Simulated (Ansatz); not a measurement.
**Every step of a relaxation of hcp Os (0001), 5 layers**

DFT, LDA, PAW with Ansatz's default frozen-core files, scalar-relativistic (Ansatz 0.2.0); a Γ-centred 15×15×1 k mesh, Fermi–Dirac smearing of 0.1 eV, no spin polarisation. The run relaxes the atoms in the fixed cell.

Command: `ansatz run input.yaml --threads 2 --pin off --max-ram 4096MiB --backend cpu --events-out ev --progress --plain --runs-dir out` It took 50 s on 2 threads of AMD EPYC 7R32 (Zen 2), with other jobs on the host, peak memory 0.53 GiB.

```yaml
crystal:
  lattice:
    - [2.7156192245, 0.0, 0.0]
    - [-1.3578096122, 2.3517952354, 0.0]
    - [0.0, 0.0, 24.5824]
  atoms:
    - { symbol: Os, position: [0.0, 0.0, 0.3254366878] }
    - { symbol: Os, position: [0.333333334, 0.666666666, 0.412718344] }
    - { symbol: Os, position: [0.0, 0.0, 0.4999999997] }
    - { symbol: Os, position: [0.333333334, 0.666666666, 0.587281656] }
    - { symbol: Os, position: [0.0, 0.0, 0.6745633122] }
kpoints:
  mp_grid: { grid: [15, 15, 1] }
scf:
  occupations: { method: fermi_dirac, width: 0.1 }
hamiltonian:
  xc: lda
  pseudopotentials: { kind: paw }
output:
  forces: true
  stress: true
  eigenvalues: true
  write_density: true
  write_potential: true
  elf: true
  volumetric_format: npy
relax:
  f_tol: 0.01
  max_steps: 40
efield:
  axis: 3
  amplitude: 0
  dipole_correction: true
```

Each step lists its free energy a cell above the last geometry, and Cartesian positions (Å) with forces (eV/Å).

The first step:

```
step 1  dF = 88.91 meV
  Os 0.0000 0.0000 8.0000   0.0000 0.0000 0.9910
  Os 0.0000 1.5679 10.1456   0.0000 0.0000 -1.0430
  Os 0.0000 0.0000 12.2912   0.0000 0.0000 0.0000
  Os 0.0000 1.5679 14.4368   0.0000 0.0000 1.0430
  Os 0.0000 0.0000 16.5824   0.0000 0.0000 -0.9910
```

Spin–orbit coupling is left out, which matters for the heavy atoms. The PAW files were made under PBE. The cell is 1×1, so reconstructions are forbidden, and in slabs of four or five layers the relaxations can be far larger than at a real surface.

Q: Where does the relaxation end, and by which steps?

A: After 5 geometries, with a shortest distance of 2.591 Å. The further steps:
```
step 2  dF = 142.80 meV  (not accepted)
  Os 0.0000 0.0000 8.1613   0.0000 0.0000 -1.6706
  Os 0.0000 1.5679 10.1337   0.0000 0.0000 1.3274
  Os 0.0000 0.0000 12.2912   0.0000 0.0000 0.0000
  Os 0.0000 1.5679 14.4487   0.0000 0.0000 -1.3273
  Os 0.0000 0.0000 16.4211   0.0000 0.0000 1.6705
step 3  dF = 2.11 meV
  Os 0.0000 0.0000 8.0703   0.0000 0.0000 -0.1636
  Os 0.0000 1.5679 10.1209   0.0000 0.0000 0.2071
  Os 0.0000 0.0000 12.2912   0.0000 0.0000 0.0000
  Os 0.0000 1.5679 14.4615   0.0000 0.0000 -0.2071
  Os 0.0000 0.0000 16.5121   0.0000 0.0000 0.1636
step 4  dF = 0.06 meV
  Os 0.0000 0.0000 8.0662   0.0000 0.0000 -0.0051
  Os 0.0000 1.5679 10.1284   0.0000 0.0000 -0.0243
  Os 0.0000 0.0000 12.2912   0.0000 0.0000 0.0000
  Os 0.0000 1.5679 14.4540   0.0000 0.0000 0.0243
  Os 0.0000 0.0000 16.5162   0.0000 0.0000 0.0051
step 5  dF = 0.00 meV
  Os 0.0000 0.0000 8.0637   0.0000 0.0000 0.0013
  Os 0.0000 1.5679 10.1260   0.0000 0.0000 0.0036
  Os 0.0000 0.0000 12.2912   0.0000 0.0000 0.0000
  Os 0.0000 1.5679 14.4564   0.0000 0.0000 -0.0036
  Os 0.0000 0.0000 16.5187   0.0000 0.0000 -0.0013
```
